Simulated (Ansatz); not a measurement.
The elements of this relaxed trial crystal are hidden behind letters.

```
lattice vectors (Å)
  -1.6710    1.6710   11.4830
   1.6710   -1.6710   11.4830
   1.6710    1.6710  -11.4830
fractional positions
X 0.6941 0.6941 0.0000
X 0.3059 0.3059 0.0000
X 0.5000 0.5000 0.0000
Z 0.9016 0.9016 0.0000
Z 0.0984 0.0984 0.0000
Q 0.8101 0.8101 0.0000
Q 0.4017 0.4017 0.0000
Q 0.0000 0.0000 0.0000
Q 0.5983 0.5983 0.0000
Q 0.1899 0.1899 0.0000
```

Method: Ansatz 0.2.0, DFT PBE, scalar-relativistic, plane waves, PAW. Cutoff 420 eV, Γ-centred 14×14×14 mesh (10-atom cell), Gaussian smearing of 0.02 eV, no spin polarisation.

- Space group: I4/mmm (No. 139)
- Conventional cell: a = 3.342 Å, c = 22.966 Å
- Volume per atom: 12.83 Å³
- Density: 5.06 g/cm³
- Energy over the elements: −1.137 eV/atom
- Gap on the 14×14×14 mesh of the 10-atom cell: 0.47 eV

Energies are uncorrected and count from the elements' standard states at the same level.

Problem. X is a d-block element of period 5, Z is a p-block element of period 3 and Q is a p-block element of period 2. Which elements are they?

Solution. X = Y, Z = Al, Q = N, so the formula is Y3Al2N5. Density times volume gives a mean mass of 5.06 × 12.83/1.6605 = 39.1 u per atom, and this set has 39.1 u. Around Y on a site of symmetry 4mm lie 1 N at 2.20 Å, 4 N at 2.37 Å, 1 N at 2.66 Å and 4 Al at 3.23 Å; around Al lie 1 N at 2.10 Å, 5 N at 2.26–2.36 Å and 8 Y at 3.23–3.27 Å; N on a site of symmetry 4mm is surrounded by 1 Al at 2.10 Å, 4 Y at 2.37 Å and 1 Y at 2.66 Å; 3 more sites not described. Other sets within the hints have nearly the same mass, so mass alone doesn't settle it; this one was computed.

Kohn–Sham gaps at this level usually fall short of measured ones. A structure relaxed within its symmetry needn't be a true minimum.
